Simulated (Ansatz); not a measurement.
AsSi31, first-principles data

AsSi$_{31}$:
```cif
data_AsSi31
_chemical_formula_sum 'As1 Si31'
_space_group_name_H-M_alt 'P 1'
_space_group_IT_number 1
_cell_length_a 9.47636
_cell_length_b 9.47636
_cell_length_c 9.47636
_cell_angle_alpha 109.471
_cell_angle_beta 109.471
_cell_angle_gamma 109.471
loop_
_space_group_symop_operation_xyz
  'x, y, z'
loop_
_atom_site_label
_atom_site_type_symbol
_atom_site_fract_x
_atom_site_fract_y
_atom_site_fract_z
_atom_site_occupancy
As1 As 0.00000 0.00000 0.00000 1
Si1 Si 0.50000 0.50000 0.00000 1
Si2 Si 0.50000 0.00000 0.50000 1
Si3 Si 0.00000 0.50000 0.50000 1
Si4 Si 0.25022 0.00000 0.50035 1
Si5 Si 0.74987 0.49965 0.49965 1
Si6 Si 0.74170 0.00000 0.00000 1
Si7 Si 0.25022 0.50035 0.00000 1
Si8 Si 0.00000 0.75073 0.25211 1
Si9 Si 0.50138 0.24927 0.24927 1
Si10 Si 0.49862 0.74789 0.74789 1
Si11 Si 0.00000 0.25211 0.75073 1
Si12 Si 0.25830 0.25830 0.25830 1
Si13 Si 0.74978 0.74978 0.25013 1
Si14 Si 0.74978 0.25013 0.74978 1
Si15 Si 0.25013 0.74978 0.74978 1
Si16 Si 0.75073 0.00000 0.25211 1
Si17 Si 0.24927 0.50138 0.24927 1
Si18 Si 0.25211 0.00000 0.75073 1
Si19 Si 0.74789 0.49862 0.74789 1
Si20 Si 0.49965 0.49965 0.74987 1
Si21 Si 0.00000 0.00000 0.74170 1
Si22 Si 0.00000 0.50035 0.25022 1
Si23 Si 0.50035 0.00000 0.25022 1
Si24 Si 0.24927 0.24927 0.50138 1
Si25 Si 0.74789 0.74789 0.49862 1
Si26 Si 0.75073 0.25211 0.00000 1
Si27 Si 0.25211 0.75073 0.00000 1
Si28 Si 0.00000 0.25022 0.50035 1
Si29 Si 0.49965 0.74987 0.49965 1
Si30 Si 0.50035 0.25022 0.00000 1
Si31 Si 0.00000 0.74170 0.00000 1
```

Space group I-43m (No. 217); conventional cell a = 10.9424 Å, b = 10.9424 Å, c = 10.9424 Å, α = 90.00°, β = 90.00°, γ = 90.00°.

Method: plane-wave PAW PBE (Ansatz code). Structure relaxed to zero pressure with the same functional. Other levels are named where they apply.

### Cell and energy

```json
{
 "volume_per_atom": "20.47 Å³",
 "density": "2.40 g/cm³",
 "Formation energy from the elements (no fitted shifts)": "14 meV/atom"
}
```

### Electronic structure

```json
{
 "electronic_character": "metallic (no gap)",
 "Density of states at the Fermi level": "0.17 states/eV per atom (mean over ±0.08 eV)"
}
```

### Mechanics

```json
{
 "Bulk modulus (Birch–Murnaghan fit)": "87.3 GPa",
 "Pressure derivative B′": "4.5",
 "Elastic constants (relaxed ions, GPa)": "C11 = 136, C12 = 63.8, C44 = 58.5",
 "mechanical_stability": "stable (all eigenvalues of C positive)",
 "hill_bulk_and_shear_moduli": "87.7 and 48.1 GPa",
 "Young's modulus": "122 GPa",
 "Poisson's ratio": "0.27",
 "debye_temperature_from_the_elastic_constants": "542 K"
}
```

### Charges

```json
{
 "bader_charges": "As -0.87, Si 0.00 to +0.12 e"
}
```

The start of the workflow was typed in or built on a structure type; neither database checked (COD, Materials Project) lists it. Its standing as an ambient phase is unchecked. The cell was relaxed with PBE under the symmetry of its start; whether a distortion lowers the energy is not shown. As this level gives no gap, shear constants depend on the k-mesh and smearing (Fermi–Dirac, 0.1 eV here). The references are the lowest solids computed at this level, not always the standard phases. Spin–orbit coupling is left out wherever it is not named.

Potentials: the later of the program's two PAW sets.
